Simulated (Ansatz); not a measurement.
## A trial form of MgScC4N4

Level of theory: DFT PBE, scalar-relativistic, plane waves, PAW in Ansatz. Cutoff 420 eV, Gaussian smearing, Γ-centred meshes. Cell and atoms relax first on a coarse mesh and then on a finer one. In between, the cell is made exact in the group found at 0.06 Å. In metals the finer mesh still leaves noise of several meV/atom or more. The steps can't lower the symmetry of their start. Collinear spin is switched on along the way, since trial moments persisted in a coarse test.

The guess for MgScC4N4 was made by a generator: two interpenetrating cyanide-bridged diamond nets (P-43m, No. 215). The dimensions are guesses.

```cif
data_structure
_symmetry_space_group_name_H-M 'P 1'
_symmetry_Int_Tables_number 1
_cell_length_a 6.0818
_cell_length_b 6.0818
_cell_length_c 6.0818
_cell_angle_alpha 90.000
_cell_angle_beta 90.000
_cell_angle_gamma 90.000
_cell_volume 224.96
loop_
_atom_site_label
_atom_site_type_symbol
_atom_site_fract_x
_atom_site_fract_y
_atom_site_fract_z
_atom_site_occupancy
Mg1 Mg 0.50000 0.50000 0.50000 1
Sc1 Sc 0.00000 0.00000 0.00000 1
C1 C 0.19195 0.19195 0.19195 1
C2 C 0.19195 0.80805 0.80805 1
C3 C 0.80805 0.19195 0.80805 1
C4 C 0.80805 0.80805 0.19195 1
N1 N 0.30302 0.30302 0.30302 1
N2 N 0.30302 0.69698 0.69698 1
N3 N 0.69698 0.30302 0.69698 1
N4 N 0.69698 0.69698 0.30302 1
```

The zero of energy is the elements' standard structures at the same level (N₂ as a molecule); no fitted shifts are applied.

Q: What does it relax into?

A: The symmetry stays P-43m (No. 215). The volume per atom grows by 13.4 %, from 22.5 to 25.5 Å³. The shortest distance stays 1.17 Å (C–N). The energy falls by about 0.15 eV/atom (the start's value is from the coarse mesh). Conventional cell: a = 6.342 Å. Mg has 4 N at 2.04 Å; Sc is surrounded by 4 C at 2.28 Å; C is surrounded by 1 N at 1.17 Å and 1 Sc at 2.28 Å; N has 1 C at 1.17 Å and 1 Mg at 2.04 Å.

```
CELL_PARAMETERS angstrom
6.34249 0.00000 0.00000
0.00000 6.34249 0.00000
0.00000 0.00000 6.34249
ATOMIC_POSITIONS crystal
Mg 0.50000 0.50000 0.50000
Sc 0.00000 0.00000 0.00000
C 0.20731 0.20731 0.20731
C 0.20731 0.79269 0.79269
C 0.79269 0.20731 0.79269
C 0.79269 0.79269 0.20731
N 0.31387 0.31387 0.31387
N 0.31387 0.68613 0.68613
N 0.68613 0.31387 0.68613
N 0.68613 0.68613 0.31387
```

Q: How does it come out in energy, and is it a metal?

A:

| Quantity | Value |
| --- | --- |
| Energy over the elements | −0.03 eV/atom |
| Gap on the 6×6×6 mesh of the 10-atom cell | 0 eV (a metal) |
| Net moment per atom | 0.10 μB |
| Moment by site | Sc 0.4 μB |

The formation energy is too near zero to say whether this cell lies below the elements.

The last run used collinear spin and Gaussian smearing of 0.10 eV. The k mesh leaves some 4 meV/atom of noise in the energy of each metallic cell. The reference form of C is held partly by dispersion forces, which this level lacks. The magnetic state reached may not be the lowest. A structure relaxed within its symmetry needn't be a true minimum. Site moments count only spheres around the atoms; the net moment includes the space between them.
